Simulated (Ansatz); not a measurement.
A geometry of W away from equilibrium: step 2 of the relaxation of a relaxed W cell, doubled along one cell vector, shaken by Gaussian noise of σ = 0.08 Å a coordinate. Computed with PBE (plane waves to 420 eV, PAW, scalar-relativistic; Ansatz, a first-principles code). Γ-centred k-mesh 14×7×7 on the run's cell (coarser than for final values), Fermi–Dirac smearing 0.05 eV.

```yaml
crystal:
  lattice:
    - [1.33314, -2.64428, 0.00941]
    - [2.62932, 5.26996, 0.01968]
    - [0.03538, 0.00039, 4.78282]
  atoms:
    - { symbol: W, position: [0.80582, 0.05229, 0.23283] }
    - { symbol: W, position: [0.86606, 0.55735, 0.24530] }
    - { symbol: W, position: [0.20359, 0.43609, 0.74348] }
    - { symbol: W, position: [0.21239, 0.93853, 0.75580] }
```

**Question.** Give the Cartesian forces on all atoms (eV/Å).

**Answer.** 
| atom | Fx | Fy | Fz |
|---|---|---|---|
| W1 | 0.05 | -0.74 | 1.11 |
| W2 | -1.04 | 0.28 | 0.33 |
| W3 | 0.53 | 0.25 | -0.33 |
| W4 | 0.46 | 0.21 | -1.12 |

**Question.** What is the pressure?

**Answer.** -2.9 GPa, compression positive.

No spin polarisation in the result.

Of the parent cell (Cmcm (No. 63)): it is a generated cell of W: the first start was made by placing the elements on the sites of a structure type, and the end was not matched to a known phase here, so it may be hypothetical. Known forms of W include space group No. 229.
